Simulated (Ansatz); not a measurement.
Level of theory: Ansatz 0.2.0, DFT PBE, scalar-relativistic, plane waves, PAW. All cells share a 420 eV cutoff and Γ-centred k meshes spaced at most about 0.3 Å⁻¹ (about 0.25 or finer for metals, 2π included). No spin polarisation in the final relaxations.

Temperature and zero-point effects are left out. All come from trial cells, and lower structures may exist.

Question: These unrelaxed guesses for Be2H3 are each relaxed within their symmetry. Order them by the energy at which they end, lowest first.
1.

```xyz
10
Lattice="0.0000 2.7089 2.7089 2.7089 0.0000 2.7089 2.7089 2.7089 0.0000" Properties=species:S:1:pos:R:3 pbc="T T T"
Be    0.6772    0.6772    0.6772
Be    2.0317    2.0317    0.6772
Be    2.0317    0.6772    2.0317
Be    0.6772    2.0317    2.0317
H     3.3862    3.3862    3.3862
H     2.0317    2.0317    3.3862
H     2.0317    3.3862    2.0317
H     3.3862    2.0317    2.0317
H     4.0634    4.0634    4.0634
H     2.7089    2.7089    2.7089
```

2.

```xyz
10
Lattice="4.7179 0.0000 0.0000 0.0000 4.7179 0.0000 0.0000 0.0000 3.1963" Properties=species:S:1:pos:R:3 pbc="T T T"
Be    1.1126    0.0000    1.5982
Be    3.6053    0.0000    1.5982
Be    0.0000    1.1126    1.5982
Be    0.0000    3.6053    1.5982
H     0.0000    2.3590    0.0000
H     2.3590    0.0000    0.0000
H     3.8376    2.3590    0.0000
H     0.8803    2.3590    0.0000
H     2.3590    3.8376    0.0000
H     2.3590    0.8803    0.0000
```

Answer: 1 (ends in Fd-3m, 0 meV/atom), 2 (ends in P4/mmm, 167 meV/atom). Even the lowest end lies +0.84 eV/atom against the elements.

With hydrogen, zero-point motion can shift such differences by 10 meV/atom or more. Cells relaxed within their symmetry can be saddle points. Some types were kept out of the candidates beforehand, so the set may lack a known form.
